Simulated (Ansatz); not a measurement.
One crystal and one scan (scan of one atom of the cell) at two levels, PBE (plane waves to 420 eV, PAW, scalar-relativistic; Ansatz, an electronic-structure program) and r2SCAN (plane waves to 500 eV, PAW, scalar-relativistic; Ansatz), each from its own relaxed cell and on its own mesh. The cell shown is that of PBE.

Relaxed Te (trigonal-Te type, space group P3_121):

```xyz
3
Lattice="4.5211 0.0000 0.0000 -2.2606 3.9154 0.0000 0.0000 0.0000 5.9549" Properties=species:S:1:pos:R:3 pbc="T T T"
Te     1.2122     0.0000     1.9850
Te    -0.6061     1.0498     3.9699
Te     1.6544     2.8656     0.0000
```

Scan: atom 2 (Te, nearest neighbour Te at 2.889 Å; its periodic images, 4.5 Å or more away, move with it) is displaced towards the nearest neighbour, direction (0.629, -0.363, -0.687) in Cartesian axes, by s. The other atoms stay.

The energy includes the smearing's −TS. Spin-orbit coupling is left out, though Te is heavy. Te was relaxed with its symmetry unable to fall. The PAW data are Ansatz's earlier set. (PBE) Left out: 1 of 11 points, with atoms too close for the PAW data. (r2SCAN) Left out: 1 of 11 points, with atoms too close for the PAW data. As the smearing reaches across the gap at some points, energies and forces of such displacements shift with the k mesh and the smearing. Percentages come from the unrounded values.

Results of PBE:

| Quantity | Value |
|---|---|
| Lattice constant a (Å) | 4.521 |
| Lattice constant c (Å) | 5.955 |
| Relaxed volume (Å³/atom) | 35.14 |
| Band gap of the relaxed cell, no spin-orbit coupling (eV) | 0.23 |
| Force constant k = d²E/ds² at s = 0 (finite differences) (eV/Å²) | 4.08 |
| Shape of the curve | a single well with its minimum at or next to zero displacement |

### Question
What does r2SCAN give for the same quantities?

### Answer
| quantity | r2SCAN | PBE − r2SCAN |
|---|---|---|
| Lattice constant a (Å) | 4.624 | -0.103 (-2.2 %) |
| Lattice constant c (Å) | 5.904 | +0.051 (+0.9 %) |
| Relaxed volume (Å³/atom) | 36.44 | -1.30 (-3.6 %) |
| Band gap of the relaxed cell, no spin-orbit coupling (eV) | 0.54 | -0.31 (-57 %) |
| Force constant k = d²E/ds² at s = 0 (finite differences) (eV/Å²) | 5.22 | -1.14 (-22 %) |

PBE gives the higher value for: lattice constant c. PBE gives the lower value for: lattice constant a; relaxed volume; band gap of the relaxed cell, no spin-orbit coupling; force constant k = d²E/ds² at s = 0. Both give the same shape of the curve: a single well with its minimum at or next to zero displacement.

(A displaced cell: forces are minus the slopes of the energy, force constants its curvatures, and phonons follow from these.)
